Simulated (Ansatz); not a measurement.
A geometry of MoS$_{2}$ away from equilibrium: step 2 of the relaxation of a generated cell, MoS2 built in the 2H-MoS2 structure type. Method: PBEsol (plane waves to 420 eV, PAW, scalar-relativistic; Ansatz, a program for electronic structure). Γ-centred k-mesh 8×8×2 on the run's cell (coarser than for final values), Fermi–Dirac smearing 0.05 eV. The plane waves were selected for a different cell earlier on the path.

```yaml
crystal:
  lattice:
    - [3.07650, 0.00000, 0.00000]
    - [-1.53825, 2.66433, 0.00000]
    - [0.00000, 0.00000, 12.42094]
  atoms:
    - { symbol: Mo, position: [0.33333, 0.66667, 0.25000] }
    - { symbol: Mo, position: [0.66667, 0.33333, 0.75000] }
    - { symbol: S, position: [0.33333, 0.66667, 0.62011] }
    - { symbol: S, position: [0.66667, 0.33333, 0.12011] }
    - { symbol: S, position: [0.66667, 0.33333, 0.37989] }
    - { symbol: S, position: [0.33333, 0.66667, 0.87989] }
```

Give the Cartesian forces on all atoms (eV/Å).


| atom | Fx | Fy | Fz |
|---|---|---|---|
| Mo1 | 0.00 | 0.00 | 0.00 |
| Mo2 | 0.00 | 0.00 | 0.00 |
| S3 | 0.00 | 0.00 | 0.61 |
| S4 | 0.00 | 0.00 | 0.61 |
| S5 | 0.00 | 0.00 | -0.61 |
| S6 | 0.00 | 0.00 | -0.61 |

The path ends in P6₃/mmc (No. 194) (AFLOW prototype AB2_hP6_194_c_f (C7, as in MoS2)). No spin polarisation in the result. Without a van der Waals term the distances between weakly bound units are poorly fixed.

The run could not lose the symmetry of its start.
